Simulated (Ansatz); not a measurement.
## Ba2ZnN2: vacancy hop by nudged elastic band (Ansatz)

Run with:

```bash
ansatz run input.yaml --threads 4 --pin off --max-ram 8192MiB --backend cpu --events-out ev --progress --plain --runs-dir out
```

The input file (Ansatz 0.2.0, plane waves):

```yaml
crystal:
  lattice:
    - [0.0, 8.247806, -3.2e-07]
    - [8.247806, 0.0, -3.2e-07]
    - [2.06195125, 2.06195125, -6.48332716]
  atoms:
    - { symbol: Ba, position: [0.17258709, 0.16765237, 0.312541] }
    - { symbol: Ba, position: [0.33016361, 0.32649319, 0.68542586] }
    - { symbol: Zn, position: [0.00087414, -0.00432625, 0.00290866] }
    - { symbol: "N", position: [0.06522422, 0.06769937, 0.71914364] }
    - { symbol: "N", position: [0.43011774, 0.4268814, 0.2857401] }
    - { symbol: Ba, position: [0.32820408, 0.8280137, 0.6893955] }
    - { symbol: Zn, position: [-0.00497305, 0.50090987, 0.00276958] }
    - { symbol: "N", position: [0.06868715, 0.57099851, 0.71977494] }
    - { symbol: "N", position: [0.42700315, 0.9307541, 0.2839562] }
    - { symbol: Ba, position: [0.6688248, 0.17208377, 0.30979576] }
    - { symbol: Ba, position: [0.82645189, 0.3291978, 0.69138974] }
    - { symbol: Zn, position: [0.49968154, 0.00373992, -0.00549347] }
    - { symbol: "N", position: [0.57340331, 0.06486333, 0.71362217] }
    - { symbol: "N", position: [0.92716742, 0.42538821, 0.28503518] }
    - { symbol: Ba, position: [0.67421224, 0.67217269, 0.30865448] }
    - { symbol: Ba, position: [0.82720907, 0.82517653, 0.68849755] }
    - { symbol: Zn, position: [0.50008079, 0.50004948, -0.00103329] }
    - { symbol: "N", position: [0.5699859, 0.57056876, 0.71734673] }
    - { symbol: "N", position: [0.92572987, 0.93247523, 0.28966985] }
kpoints:
  mp_grid: { grid: [2, 2, 2] }
magnetization:
  spin_polarized: false
scf:
  occupations: { method: gaussian, width: 0.1 }
hamiltonian:
  pseudopotentials: { kind: paw }
  xc: lda
basis:
  ecutwfc: 420
neb:
  images: 5
  relax_end_points: true
  climbing: true
  f_tol: 0.05
  max_iterations: 40
  order_check: false
  final_atoms:
    - { symbol: Ba, position: [0.17258709, 0.16765237, 0.312541] }
    - { symbol: Ba, position: [0.33016361, 0.32649319, 0.68542586] }
    - { symbol: Zn, position: [0.00087414, -0.00432625, 0.00290866] }
    - { symbol: "N", position: [0.06522422, 0.06769937, 0.71914364] }
    - { symbol: "N", position: [0.43011774, 0.4268814, 0.2857401] }
    - { symbol: Ba, position: [0.32820408, 0.8280137, 0.6893955] }
    - { symbol: Zn, position: [-0.00497305, 0.50090987, 0.00276958] }
    - { symbol: "N", position: [0.06868715, 0.57099851, 0.71977494] }
    - { symbol: "N", position: [0.42700315, 0.9307541, 0.2839562] }
    - { symbol: Ba, position: [0.6688248, 0.17208377, 0.30979576] }
    - { symbol: Ba, position: [0.82645189, 0.3291978, 0.69138974] }
    - { symbol: Zn, position: [0.49968154, 0.00373992, -0.00549347] }
    - { symbol: "N", position: [0.57340331, 0.06486333, 0.71362217] }
    - { symbol: "N", position: [0.92716742, 0.42538821, 0.28503518] }
    - { symbol: Ba, position: [1.17018185, 0.67362589, 0.31162871] }
    - { symbol: Ba, position: [0.82720907, 0.82517653, 0.68849755] }
    - { symbol: Zn, position: [0.50008079, 0.50004948, -0.00103329] }
    - { symbol: "N", position: [0.5699859, 0.57056876, 0.71734673] }
    - { symbol: "N", position: [0.92572987, 0.93247523, 0.28966985] }
```

Origin of the cell: a database entry, scaled a little.

The cell is 2×2×1 cells of Ba2ZnN2 with one Ba taken out; atom 15 (Ba) hops into the empty site, 4.10 Å away before the end points are relaxed. All atoms were shaken by about 0.02 Å first.

Output (shortened):

```
Warning: neb: disabling space-group detection — the band's intermediate images generally break the endpoint symmetry, so no spatial operation reduces the k-mesh or symmetrises the density, ex […]
Pseudopotentials: kind: paw
Pseudopotential: Ba, paw, valence charge 10, recommended cutoff 420 eV (normal), Ba.paw.azcp
Pseudopotential: Zn, paw, valence charge 12, recommended cutoff 420 eV (normal), Zn.paw.azcp
Pseudopotential: N, paw, valence charge 5, recommended cutoff 420 eV (normal), N.paw.azcp
Functional definition: SPW92
  exchange = slater_x
  correlation = pw_c
parallel-image band execution: 4 concurrent image workers
NEB image 0
Crystal: 19 atoms, lattice volume = 441.037 Å³
Basis set: ecut = 420 eV, 8627 PW (Γ)
Bands: 98, of which v1, the nominal top of the filled ones, is band 79 counted from 1 (78 counted from 0)
Symmetry: 1 space group operations
[… 10 lines left out …]
Initial density: superposition of atomic densities (neutral atoms: chi_scale 0, normalization atom), corrected by the library's trained network
Functional: x = slater, c = lda
SCF iter   1: F=—  HF=-56438.580249 eV  Δρ=1.31e-2  dr2=1.09e0  defer=12
SCF iter   2: F=—  HF=-56438.463148 eV  Δρ=9.50e-3  dr2=3.44e-1  defer=100
SCF iter   3: F=—  HF=-56438.395177 eV  Δρ=4.36e-3  dr2=1.06e-1  defer=100
[… 9 lines left out …]
SCF iter  13: F=—  HF=-56438.374521 eV  Δρ=7.06e-6  dr2=3.64e-7  defer=96
SCF iter  14: F=—  HF=-56438.374521 eV  Δρ=4.14e-6  dr2=1.08e-7  defer=96
SCF iter  15: F=-56438.374521 eV  HF=-56438.374521 eV  Δρ=2.02e-6  dr2=2.87e-8
NEB iter   1: max|band force component| = 1.871e0 eV/Å  barrier→ = 3.1207 eV  barrier← = 3.1205 eV  Δτ_max = 0.2000 Å  (101 SCF iters)
NEB iter   2: max|band force component| = 1.446e0 eV/Å  barrier→ = 1.9843 eV  barrier← = 1.9841 eV  Δτ_max = 0.1955 Å  (69 SCF iters)
NEB iter   3: max|band force component| = 8.879e-1 eV/Å  barrier→ = 1.6660 eV  barrier← = 1.6659 eV  Δτ_max = 0.1535 Å  (68 SCF iters)
NEB iter   4: max|band force component| = 3.527e-1 eV/Å  barrier→ = 1.4767 eV  barrier← = 1.4766 eV  CI = image 3  Δτ_max = 0.0859 Å  (60 SCF iters)
NEB iter   5: max|band force component| = 3.073e-1 eV/Å  barrier→ = 1.4188 eV  barrier← = 1.4186 eV  CI = image 3  Δτ_max = 0.0498 Å  (56 SCF iters)
NEB iter   6: max|band force component| = 2.238e-1 eV/Å  barrier→ = 1.3949 eV  barrier← = 1.3947 eV  CI = image 3  Δτ_max = 0.0351 Å  (53 SCF iters)
NEB iter   7: max|band force component| = 1.450e-1 eV/Å  barrier→ = 1.3851 eV  barrier← = 1.3850 eV  CI = image 3  Δτ_max = 0.0291 Å  (49 SCF iters)
NEB iter   8: max|band force component| = 7.297e-2 eV/Å  barrier→ = 1.3794 eV  barrier← = 1.3792 eV  CI = image 3  Δτ_max = 0.0398 Å  (50 SCF iters)
NEB iter   9: max|band force component| = 8.099e-2 eV/Å  barrier→ = 1.3752 eV  barrier← = 1.3750 eV  CI = image 3  Δτ_max = 0.0199 Å  (51 SCF iters)
NEB iter  10: max|band force component| = 6.996e-2 eV/Å  barrier→ = 1.3730 eV  barrier← = 1.3729 eV  CI = image 3  Δτ_max = 0.0200 Å  (49 SCF iters)
NEB iter  11: max|band force component| = 4.175e-2 eV/Å  barrier→ = 1.3719 eV  barrier← = 1.3717 eV  CI = image 3  Δτ_max = 0.0199 Å  (50 SCF iters)
NEB iter  12: max|band force component| = 7.372e-2 eV/Å  barrier→ = 1.3707 eV  barrier← = 1.3706 eV  CI = image 3  Δτ_max = 0.0199 Å  (9 SCF iters)
NEB iter  13: max|band force component| = 3.454e-2 eV/Å  barrier→ = 1.3701 eV  barrier← = 1.3699 eV  CI = image 3  Δτ_max = 0.0144 Å  (46 SCF iters)
NEB iter  14: max|band force component| = 6.607e-2 eV/Å  barrier→ = 1.3697 eV  barrier← = 1.3695 eV  CI = image 3  Δτ_max = 0.0160 Å  (9 SCF iters)
NEB iter  15: max|band force component| = 2.813e-2 eV/Å  barrier→ = 1.3695 eV  barrier← = 1.3694 eV  CI = image 3  Δτ_max = 0.0000 Å  (44 SCF iters)
--- NEB band (7 images, 15 band iterations, 764 SCF iterations, 111 more in tests of the images' electronic states and relaxations of end points) ---
  forward barrier  = 1.369532 eV
  backward barrier = 1.369369 eV
  lagrangian_above_aufbau_ev (what the smearing adds, to first order; not taken off the barriers): saddle image -0.036402 eV, end points -0.038876 and -0.039281 eV
  climbing image's point = of an order that was not read
  energies are F+E_penalty+E_count in eV, relative to image 0
  image     s (Å)  Δ vs image 0  max|band force component| (eV/Å)
      0    0.0000      0.000000                                 —
      1    0.7881      0.339100                          2.643e-2
      2    1.5762      1.078331                          2.813e-2
  *   3    2.3642      1.369532                          1.602e-2
      4    3.2945      1.160922                          2.337e-2
      5    4.2248      0.410580                          1.872e-2
      6    5.1551      0.000164                                 —
```

The converged band:

```tsv
image	path over all atoms (Å)	ΔF (eV)	Ba x	y	z (Å)
0	0.00	0.000	6.19	6.16	-1.95
1	0.79	0.339	6.23	6.72	-2.08
2	1.58	1.078	6.25	7.38	-2.29
3	2.36	1.370	6.28	8.05	-2.49
4	3.29	1.161	6.26	8.91	-2.33
5	4.22	0.411	6.24	9.69	-2.09
6	5.16	0.000	6.19	10.29	-1.95
```

Highest image (3), forces in eV/Å:

```xyz
19
Lattice="0.000 8.248 0.000 8.248 0.000 0.000 2.062 2.062 -6.483" Properties=species:S:1:pos:R:3:forces:R:3 pbc="T T T" image=3
Ba    2.069    2.074   -1.989   -0.004    0.000   -0.002
Ba    4.424    4.075   -4.044    0.002   -0.002    0.002
Zn    0.186    0.162    0.095    0.001    0.002   -0.014
N     2.064    2.105   -4.618    0.005    0.000    0.008
N     3.742    4.179   -1.640    0.003    0.002    0.002
Ba    8.162    4.150   -4.313    0.001    0.001   -0.001
Zn    3.943   -0.109   -0.021   -0.001   -0.003   -0.013
N     6.127    1.789   -4.725   -0.002    0.000    0.004
N     8.555    4.128   -1.802   -0.006   -0.002    0.004
Ba    1.980    6.195   -2.096    0.003    0.000    0.000
Ba    3.901    8.229   -4.551    0.003   -0.004    0.001
Zn    0.042    4.036   -0.050    0.006   -0.002   -0.007
N     1.940    6.203   -4.745   -0.005    0.005    0.005
N     3.833    8.209   -1.818    0.000   -0.002    0.010
Ba    6.277    8.054   -2.491    0.002    0.016   -0.001
Ba    8.364    8.289   -4.974   -0.005   -0.001   -0.006
Zn    3.989    4.186    0.113   -0.009    0.003    0.004
N     6.223    6.345   -4.582    0.008   -0.006   -0.011
N     8.609    8.296   -1.674   -0.002   -0.008    0.016
```

Barrier of this path: 1.37 eV forwards, 1.37 eV backwards, after 15 band iterations.

Caveats: no spin, though holes on the anions or broken bonds may carry moments; the k mesh is coarse if the cell is a metal; a small cell with a neutral vacancy and no spin, whose shape can make like sites unlike; the cell is held at a rescaled volume, and strain moves barriers; the hop was drawn among near neighbours and need not be the easiest path; few images and a loose tolerance, and neither the top nor the ends were tested for their order.

The run took 11 min on 4 threads of Arm Neoverse V2 (shared host), peak memory 2.6 GiB, from the program's own first density.
